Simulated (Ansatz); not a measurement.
ScB2 (MoSi2 or CaC2 type, I4/mmm) under volume change, r²SCAN (plane waves, PAW; program Ansatz), shape and atoms relaxed at each volume.

```json
[
 {"V (Å³/atom)": "9.421", "E − E(relaxed) (meV/atom)": "43.4", "P (GPa)": "16.03"},
 {"V (Å³/atom)": "9.731", "E − E(relaxed) (meV/atom)": "18.4", "P (GPa)": "9.93"},
 {"V (Å³/atom)": "10.042", "E − E(relaxed) (meV/atom)": "4.4", "P (GPa)": "4.64"},
 {"V (Å³/atom)": "10.353", "E − E(relaxed) (meV/atom)": "0.0", "P (GPa)": "0.02"},
 {"V (Å³/atom)": "10.663", "E − E(relaxed) (meV/atom)": "4.0", "P (GPa)": "-4.00"},
 {"V (Å³/atom)": "10.974", "E − E(relaxed) (meV/atom)": "15.1", "P (GPa)": "-7.39"},
 {"V (Å³/atom)": "11.284", "E − E(relaxed) (meV/atom)": "32.4", "P (GPa)": "-10.39"}
]
```

Q: What does a third-order Birch–Murnaghan fit give for V₀, B₀ and B′?

A: V₀ = 10.35 Å³/atom, B₀ = 142 GPa, B′ = 3.8.

A made-up cell: these elements were put on the sites of a structure type; neither database checked (COD, Materials Project) lists it. COD files the formula under space group No. 191. Its standing as an ambient phase is unchecked. Symmetry was held in the r²SCAN relaxation; whether a distortion lowers the energy is not shown. The run is not spin-polarised.

Potentials: the earlier of the program's two PAW sets.
